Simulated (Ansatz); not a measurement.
**Question.** Name crystals whose computed values (LDA (plane waves, PAW; program Ansatz)) fall in these windows: G_Hill (GPa) 28 to 35; highest Γ mode, no LO–TO term (cm⁻¹) 150 to 210.

**Answer.** 

```csv
crystal,G_Hill (GPa),"highest Γ mode, no LO–TO term (cm⁻¹)"
"TiNb, Cmmm (Ti on 2c, Nb on 2a)",32.1,177
"Zr3Ag, Cu3Au type",28.7,202
"BiAu2, cubic Laves (MgCu2 type)",30.1,196
"ZrCu, CsCl type",28.8,164
"BiPd, NiAs type",28.6,192
```
Others may fit too.

Standing as an ambient phase not checked: TiNb, Cmmm (Ti on 2c, Nb on 2a); Zr3Ag, Cu3Au type; BiAu2, cubic Laves (MgCu2 type); ZrCu, CsCl type; BiPd, NiAs type. Perhaps ordered models of mixed-site phases: TiNb, Cmmm (Ti on 2c, Nb on 2a). All cells were relaxed under the symmetry of their starts (and spin orders); stability against distortions was not tested throughout. Rows with no word on spin ran without spin polarisation. Scalar-relativistic: spin–orbit coupling is off unless named, which matters more the heavier the elements.

Potentials: the later of the program's two PAW sets.
